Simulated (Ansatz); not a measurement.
**Is this Al2GaAs3 structure stable?**

It was reached by relaxing an invented guess, and it needn't be the stable form of this composition.

These are results of DFT PBE, scalar-relativistic, plane waves, PAW (Ansatz 0.2.0), not measurements. The final run on the 6-atom cell used 420 eV, a Γ-centred 12×12×4 mesh, 0.02 eV smearing and no spin polarisation.

```cif
data_structure
_symmetry_space_group_name_H-M 'P3m1'
_symmetry_Int_Tables_number 156
_cell_length_a 4.0540
_cell_length_b 4.0540
_cell_length_c 9.9348
_cell_angle_alpha 90.000
_cell_angle_beta 90.000
_cell_angle_gamma 120.000
_cell_volume 141.40
loop_
_atom_site_label
_atom_site_type_symbol
_atom_site_symmetry_multiplicity
_atom_site_Wyckoff_symbol
_atom_site_fract_x
_atom_site_fract_y
_atom_site_fract_z
_atom_site_occupancy
Al1 Al 1 a 0.00000 0.00000 0.00036 1
Al2 Al 1 c 0.66667 0.33333 0.33339 1
Ga1 Ga 1 b 0.33333 0.66667 0.66625 1
As1 As 1 a 0.00000 0.00000 0.75082 1
As2 As 1 b 0.33333 0.66667 0.41582 1
As3 As 1 c 0.66667 0.33333 0.08336 1
```

Energies over the elements count from the elements' standard structures at the same level, with no fitted energy shifts.

Task: These tests were run: energy against the elements; random kick, then relaxation without symmetry; phonons on a 2×2×1 q mesh; elastic tensor. What do they show?

Result:

```tsv
test	result
energy against the elements	−0.441 eV/atom
random kick, then relaxation without symmetry	returns
phonons on a 2×2×1 q mesh	no imaginary mode on the mesh
elastic tensor	least eigenvalue 28 GPa
```

It fails none of these tests. Other phases of the system weren't compared here, so this isn't yet thermodynamic stability.

The reference form of As is held partly by dispersion forces, which this level lacks. The kick test ran on a coarse mesh. The run for the phonons used a 12×12×4 k mesh. The run for the elastic tensor used a 12×12×4 k mesh.
